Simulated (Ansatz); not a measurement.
ZnMo$_{3}$ (Pm-3m), rigid cleavage

Computed with Ansatz, DFT PBE, scalar-relativistic, plane waves, PAW. Settings: plane waves to 420 eV, k-mesh 12×12×4 (Γ-centred), Gaussian smearing 0.15 eV. No spin polarisation. Energies are free energies at this smearing, counted from the undisturbed cell; pressure is positive in compression.

The undisturbed cell (relaxed at this level; with this scan's settings it stands at 0.1 GPa; it needn't be the usual structure):

```
Zn Mo
1.0
     0.00000   -3.93388    0.00000
     0.00000    0.00000   -3.93388
    11.80165    0.00000    0.00000
Zn Mo
3 9
Direct
  0.00000 0.00000 0.24998
  0.00000 0.00000 0.58332
  0.00000 0.00000 0.91665
  0.50000 0.50000 0.91665
  0.50000 0.50000 0.24998
  0.50000 0.50000 0.58332
  0.00000 0.50000 0.08332
  0.00000 0.50000 0.41665
  0.00000 0.50000 0.74998
  0.50000 0.00000 0.08332
  0.50000 0.00000 0.41665
  0.50000 0.00000 0.74998
```

The cut lies on the cell's a–b face, a (1 0 0) plane (indices in the standard cell, whose axes needn't be the Cartesian ones shown) of area 15.48 Å², between layers 1.97 Å apart. Vector c is lengthened by d along the normal with the atoms' Cartesian places fixed: one unrelaxed cut a cell. The cell is metallic on the mesh throughout.

Task: Over the sampled range (0.00 to 6.00), is the undisturbed cell the lowest point?

Result: Yes, every other sampled point lies higher.

The scan:

| d (Å) | energy (J/m²) |
| --- | --- |
| 0.00 | 0.00 |
| 0.50 | 0.88 |
| 1.00 | 2.40 |
| 2.00 | 4.36 |
| 3.00 | 4.95 |
| 6.00 | 5.13 |

Cost: 6 runs of about 17 core-minutes in all, on Intel Xeon Platinum 8375C (Ice Lake) (shared hosts).